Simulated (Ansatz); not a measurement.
# 5 guesses for KCd₂P₂ and where they end

Computed with DFT PBE, scalar-relativistic, plane waves, PAW (Ansatz). Settings: cutoff 420 eV, Γ-centred meshes spaced at most about 0.3 Å⁻¹, and about 0.25 Å⁻¹ or finer for metals (2π included), Gaussian smearing. No spin polarisation in the final relaxations.

Each guess was relaxed in cell and atoms at zero pressure, within the symmetry of its start. All energies are static (0 K, no zero-point motion). Coordination counts P atoms around Cd and K (those within 1.25 times the shortest such distance or 1.15 times the sum of covalent radii, 1.27 where that leaves under three; the shortest distance is added where it exceeds 1.18 times the sum of covalent radii; a slash parts the counts of unlike sites).

| guess | made from | start group | V start (Å³/atom) | end group | V end (Å³/atom) | coordination at the end | gap on mesh (eV) | E over the lowest end (meV/atom) |
| --- | --- | --- | --- | --- | --- | --- | --- | --- |
| 1 | EuAl2Ge2 type | P-3m1 | 27.9 | P-3m1 | 26.3 | K 6, Cd 4 | 0 | 0 |
| 2 | random cell | P6/mmm | 24.1 | ? | ? | ? | ? | ? |
| 3 | Sr2ZnAs2 type | P-6m2 | 28.7 | P-6m2 | 27.5 | K 6, Cd 6 from 3.1 Å/6 from 3.5 Å | 0 | 606 |
| 4 | BaCu2As2 type | I4/mmm | 23.6 | I4/mmm (ThCr2Si2) | 24.0 | K 8, Cd 4 | 0 | 18 |
| 5 | SrFe2As2 type | Fmmm | 23.3 | Fmmm | 24.8 | K 8, Cd 4 | 0 | 181 |

Guess 2 as it starts:

```cif
data_structure
_symmetry_space_group_name_H-M 'P 1'
_symmetry_Int_Tables_number 1
_cell_length_a 4.0292
_cell_length_b 4.0292
_cell_length_c 8.5867
_cell_angle_alpha 90.000
_cell_angle_beta 90.000
_cell_angle_gamma 120.000
_cell_volume 120.73
loop_
_atom_site_label
_atom_site_type_symbol
_atom_site_fract_x
_atom_site_fract_y
_atom_site_fract_z
_atom_site_occupancy
K1 K 0.00000 0.00000 0.00000 1
Cd1 Cd 0.33333 0.66667 0.50000 1
Cd2 Cd 0.66667 0.33333 0.50000 1
P1 P 0.33333 0.66667 0.00000 1
P2 P 0.66667 0.33333 0.00000 1
```

Task: Predict the end of this guess and its energy over the lowest end.

Result: It ends in space group P6/mmm (No. 191), with a = 5.631 Å, c = 5.123 Å, 28.1 Å³/atom and no gap. It lies 0.49 eV/atom over the lowest end, above guess 5 and below guess 3. Counting P atoms around Cd and K, this end has K 6, Cd 2 and the lowest (guess 1) has K 6, Cd 4.

```xyz
5
Lattice="5.6312 0.0000 0.0000 -2.8156 4.8768 0.0000 0.0000 0.0000 5.1228" Properties=species:S:1:pos:R:3 pbc="T T T"
K     0.0000    0.0000    0.0000
Cd    0.0000    3.2512    2.5614
Cd    2.8156    1.6256    2.5614
P     0.0000    3.2512    0.0000
P     2.8156    1.6256    0.0000
```

Formation energies are uncorrected and refer to the elements' standard structures at the same level. The references include black phosphorus.

Task: Is the lowest end bound against the elements?

Result: Yes: its formation energy is −0.19 eV/atom. A negative formation energy is needed for stability but isn't enough: competing phases decide.

In P-3m1, I4/mmm, Fmmm, P6/mmm, P-6m2 an odd number of electrons in the primitive cell allows no gap without spin; a larger cell or a magnetic state could open one. A magnetic state wasn't ruled out in cells without spin, among them P-3m1, I4/mmm, Fmmm, P6/mmm, P-6m2. The reference form of P is held partly by dispersion forces, which this level lacks. With atoms moved at random, I4/mmm came back. Other cells relaxed within their symmetry can be saddle points. A lower structure may well exist outside this small set. Some candidate types were left out of the draw beforehand, so a known form may be missing.
